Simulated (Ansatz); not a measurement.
## Co3Sn2S2: do energies and stresses tell the same story?

The calculation used Ansatz, DFT PBEsol, scalar-relativistic, plane waves, PAW.

Settings: cutoff 420 eV, Γ-centred mesh 12×12×12 on the computed 7-atom cell, Gaussian smearing of 0.10 eV; collinear spin from starting moments 0.35 0.35 0.35 0 0 0 0 μB.

Relaxed cell: R-3m, a = 5.293 Å, b = 5.293 Å, c = 12.974 Å, α = 90.00°, β = 90.00°, γ = 120.00°, 7 atoms in the primitive cell. Whether it is the stable form of this composition wasn't checked.

Energies at zero smearing and pressures from the stress tensor, at volumes with shape and atoms relaxed:
```tsv
V (Å³/atom)	E − E(first) (meV/atom)	P (GPa)
14.091	0.00	8.67
14.540	-17.62	3.94
14.990	-23.08	-0.01
15.440	-18.37	-3.29
15.889	-5.25	-6.00
```

Task: Check P = −dE/dV between neighbouring volumes, and get the bulk modulus from the pressures alone.

Result: With 1 eV/Å³ = 160.2 GPa:
```json
{"middle V (Å³/atom)": "14.315", "−ΔE/ΔV (GPa)": "6.279", "mean P (GPa)": "6.305"}
{"middle V (Å³/atom)": "14.765", "−ΔE/ΔV (GPa)": "1.944", "mean P (GPa)": "1.967"}
{"middle V (Å³/atom)": "15.215", "−ΔE/ΔV (GPa)": "-1.676", "mean P (GPa)": "-1.650"}
{"middle V (Å³/atom)": "15.664", "−ΔE/ΔV (GPa)": "-4.677", "mean P (GPa)": "-4.645"}
```

The two differ by 0.03 GPa at most. The mean of two end pressures misses the average over a step by about ΔV² P″/12, up to 0.07 GPa here; with that taken off 0.04 GPa remains. The stress is the derivative of the free energy, not of the energy at zero smearing, and with free energies 0.02 GPa remains. Around V = 14.990 Å³/atom, the two neighbours give B = −V ΔP/ΔV = 14.990 × 7.23 / 0.899 = 120.6 GPa, against B0 = 120.0 GPa from the Birch–Murnaghan fit of the energies.

Moments started parallel, and an antiferromagnetic order may lie lower.

Only this magnetic start was tried.